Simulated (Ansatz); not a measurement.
ZrS2 (CdI2 type), sliding energy of a bilayer

Interlayer sliding in a free bilayer taken from bulk ZrS2 (CdI2 type): the upper half of the atoms below is shifted in the plane.

```
CELL_PARAMETERS angstrom
      3.63482     0.00000     0.00000
      1.81741     3.14785     0.00000
      0.00000     0.00000    23.64054
ATOMIC_POSITIONS crystal
  S  0.66667 0.66667 0.31655
  Zr 0.00000 0.00000 0.37857
  S  0.33333 0.33333 0.44043
  S  0.66667 0.66667 0.55957
  Zr 0.00000 0.00000 0.62143
  S  0.33333 0.33333 0.68345
```

In-plane vectors a = (3.635, 0.000) Å, b = (1.817, 3.148) Å, area 11.44 Å². The shift is s times the vector a (length 3.635 Å), so s = 1 restores the start. Atoms relax along the normal only. γ = [E(shift) − E(0)] / area.

Computed with PBE-D3(BJ) (plane waves to 420 eV, PAW, scalar-relativistic; Ansatz, an electronic-structure program). k mesh 10×10×1 (Γ-centred), Fermi-Dirac smearing 0.05 eV. Energies are extrapolated to zero smearing. Forces were relaxed to 0.02 eV/Å only, which leaves the soft interlayer gap uncertain by some hundredths of an Å. ZrS2 is run without spin polarisation. ZrS2 was relaxed with its symmetry unable to fall. γ is measured from zero shift.

| s | γ (meV/Å²) | gap between the layers (Å) |
|---|---|---|
| 0.000 | 0.0 | 2.82 |
| 0.083 | 0.6 | 2.85 |
| 0.167 | 1.9 | 2.93 |
| 0.250 | 3.4 | 3.05 |
| 0.333 | 4.5 | 3.09 |
| 0.417 | 5.2 | 3.14 |
| 0.500 | 5.4 | 3.17 |
| 0.583 | 5.2 | 3.14 |
| 0.667 | 4.5 | 3.09 |
| 0.750 | 3.4 | 3.05 |
| 0.833 | 1.9 | 2.93 |
| 0.917 | 0.6 | 2.85 |

Derived quantities:

- Highest computed γ on the line = 87 mJ/m²
- Position of the highest point = s = 0.500
- Local minima between the ends = no computed point is one
- Steepest slope dγ/d(shift) before the first maximum (spline) = 0.81 GPa
- Stacking at the highest point = no atom directly above another
- Stacking at the lowest point = s = 0.000, S above S, Zr above Zr
- Rise of the interlayer gap from the lowest to the highest point = 0.4 Å

(The slope of γ gives the shear force per area between the displaced halves; near zero shift its curvature is an elastic stiffness.)
